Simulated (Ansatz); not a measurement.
According to PBE (plane waves, PAW; program Ansatz), InP in the tetragonal phase (P4_2/mnm; In on 4g, P on 4f) relaxes to a = 7.276 Å, c = 4.216 Å. Against the elements it lies at -0.19 eV/atom, with no fitted shifts.

The Kohn–Sham gap is 0.57 eV (smallest direct gap 0.58 eV). The valence maximum lies on the M–Γ line, 92 % of the way from M and the conduction minimum at Γ. Gap from PBE with spin–orbit coupling: 0.55 eV. The electron mass is 0.047, 0.051, 0.051 mₑ (principal values). The hole mass is 0.20, 1.1, 1.6 mₑ (principal values).

The bulk modulus is 54.1 GPa.

The start of the workflow was typed in or built on a structure type; neither database checked (COD, Materials Project) lists it. It is not the phase usual at ambient conditions (space group No. 216). The PBE relaxation kept the symmetry of its start; whether a distortion lowers the energy is not shown. The volume moved by 25 % from the start of the relaxation. The references are the lowest solids computed at this level, not always the standard phases. Spin–orbit coupling is left out wherever it is not named.

Potentials: the later of the program's two PAW sets.
